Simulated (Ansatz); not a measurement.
**Ti (P6_3/mmc), clamped-ion strain scan**

All numbers below come from DFT PBE, scalar-relativistic, plane waves, PAW (Ansatz). Cutoff 420 eV, Γ-centred 18×18×10 k-points, Gaussian smearing of 0.15 eV. No spin polarisation. Energies are free energies at this smearing, counted from the undisturbed cell; pressure is positive in compression.

Reference structure (as given, not relaxed at this level; it stands at -1.6 GPa):

```
Ti
1.0
     2.95000    0.00000    0.00000
    -1.47500    2.55477    0.00000
     0.00000    0.00000    4.68600
Ti
2
Direct
  0.33333 0.66667 0.25000
  0.66667 0.33333 0.75000
```

The cell is strained by ε times the Voigt pattern (1, 1, 0, 0, 0, 0) (xx, yy, zz, yz, xz, xy; engineering shear) with fractional coordinates fixed. The cell is metallic on the mesh throughout.

```
      ε  ΔE (meV/atom) stress summed along the pattern (GPa, tension positive) pressure (GPa)
-0.0600           90.9                                                   -34.31            14.6
-0.0450           45.8                                                   -23.51             9.8
-0.0300           16.3                                                   -13.71             5.5
-0.0150            1.4                                                    -4.89             1.7
 0.0000            0.0                                                     2.96            -1.6
 0.0150           10.8                                                     9.89            -4.6
 0.0300           32.8                                                    15.94            -7.2
 0.0450           64.8                                                    21.17            -9.4
 0.0525           84.1                                                    23.50           -10.4
 0.0600          105.6                                                    25.66           -11.4
```